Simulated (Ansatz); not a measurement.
**Question.** Re (dhcp (α-La type), space group No. 194) is relaxed with LDA (plane waves, PAW; program Ansatz). What lattice parameters of the conventional cell result?

**Answer.** a = 2.738 Å, c = 8.824 Å.

Space group P6_3/mmc (dhcp (α-La type)). The workflow started from a Materials Project entry (that database holds measured and hypothetical structures alike). Its sites differ from those of the usual phase in this space group: another stacking or structure type. The LDA relaxation kept the symmetry of its start; its stability against distortions is not shown here. No spin polarisation was allowed. Axis ratios of metals converge slowly with the k-mesh, so a and c are less sure than the volume. Scalar-relativistic: spin–orbit coupling is off unless named, which matters more the heavier the elements.

Potentials: the earlier of the program's two PAW sets. The files were generated under PBE; for other functionals the program regenerates the frozen cores, and for LDA and PBEsol the local potential too.
